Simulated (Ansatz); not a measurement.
Band structure of Rh

```
Rh
1.0
     0.00000    1.90155    1.90155
     1.90155    0.00000    1.90155
     1.90155    1.90155    0.00000
Rh
1
Cartesian
  0.0000 0.0000 0.0000
```

The cell comes from COD entry 9008482, which wasn't checked; take it as a given geometry.

Theory: DFT, PBEsol, all-electron LAPW, scalar-relativistic (Ansatz 0.2.0).

Settings: a Γ-centred 16×16×16 k mesh, Fermi–Dirac smearing of 0.08 eV, basis error target 1 meV/atom, no spin polarisation.

Points in fractions of the reciprocal vectors of this cell: Γ (0, 0, 0), X (0.5, 0, 0.5), U (0.625, 0.25, 0.625), K (0.375, 0.375, 0.75), L (0.5, 0.5, 0.5), W (0.5, 0.25, 0.75). The path joins them by straight lines in the order Γ–X–U–K–Γ–L–W–X; legs that retrace an earlier one aren't tabulated. Energies are in eV from the Fermi level.

List the levels at U between -5 and 5 eV.

-4.79, -2.09, -0.68, 0.38.

List the levels at Γ between -5 and 5 eV.

-3.09 (×3), -0.98 (×2).

List the levels at K between -5 and 5 eV.

-4.79, -2.09, -0.68, 0.38.

What is the band gap?

none: with an odd electron count and no spin polarisation the bands can't all be full, a metal in this set-up (spin order or a larger cell could open a gap).
